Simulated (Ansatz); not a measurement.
Consider the following.

PdRhN2:
```cif
data_N2PdRh
_chemical_formula_sum 'Rh1 Pd1 N2'
_space_group_name_H-M_alt 'P 1'
_space_group_IT_number 1
_cell_length_a 6.36960
_cell_length_b 6.36960
_cell_length_c 6.36960
_cell_angle_alpha 27.098
_cell_angle_beta 27.098
_cell_angle_gamma 27.098
loop_
_space_group_symop_operation_xyz
  'x, y, z'
loop_
_atom_site_label
_atom_site_type_symbol
_atom_site_fract_x
_atom_site_fract_y
_atom_site_fract_z
_atom_site_occupancy
Rh1 Rh 0.50000 0.50000 0.50000 1
Pd1 Pd 0.00000 0.00000 0.00000 1
N1 N 0.89353 0.89353 0.89353 1
N2 N 0.10647 0.10647 0.10647 1
```

This is the PBE-relaxed structure.

### Question
All from PBE (plane waves, PAW; program Ansatz), unless another level is named. Predict the electronic character.

### Answer
metallic (no gap).

### Question
Give the density of states at the Fermi level.

### Answer
0.86 states/eV per atom (mean over ±0.08 eV).

### Question
And the formation energy from the elements (no fitted shifts)?

### Answer
669 meV/atom.

Space group R-3m. The start of the workflow was typed in or built on a structure type; neither database checked (COD, Materials Project) lists it. Its standing as an ambient phase is unchecked. The cell was relaxed with PBE under the symmetry of its start; whether a distortion lowers the energy is not shown. The workflow began spin-polarised and lost its moments. Its formation energy is positive at this level, so the cell may be metastable or incomplete. The references are the lowest solids computed at this level, not always the standard phases (solids in place of the gases). Spin–orbit coupling is left out wherever it is not named.

Potentials: the later of the program's two PAW sets.
